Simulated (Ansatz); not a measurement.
Values for one crystal, relaxed and computed with plane-wave PAW r²SCAN (Ansatz code); other levels are named.

- Volume per atom: 11.65 Å³
- Electronic character: metallic (no gap)
- Bulk modulus (Birch–Murnaghan fit): 178 GPa
- Density of states at the Fermi level: 0.97 states/eV per atom (mean over ±0.08 eV)
- Pressure derivative B′: 3.4
- Formation energy from the elements (no fitted shifts): 0.019 eV/atom

Which compound is it?
A. MnZn3, Cu3Au type
B. GdNi2, cubic Laves (MgCu2 type)
C. Fe3Ni, Cu3Au type
D. Tc3Ni, P6_3/mmc (Ni on 2d, Tc on 6h)

C, Fe3Ni, Cu3Au type

Space group Pm-3m (Cu3Au type). The first step of the workflow began from a Materials Project structure, measured or hypothetical; the Crystallography Open Database copy checked does not list it. Whether it is the stable phase at ambient conditions was not checked. The cell was relaxed with r²SCAN under the symmetry of its start; whether a distortion lowers the energy is not shown. Spin order of the final state: ferromagnetic, chosen from 5 collinear starts compared on coarse meshes (ties went to the first, and starts can fall back to one state), not a proven ground state. Other orbital occupations within this spin state were not tried. The references are the lowest solids computed at this level, not always the standard phases.

Potentials: the later of the program's two PAW sets.
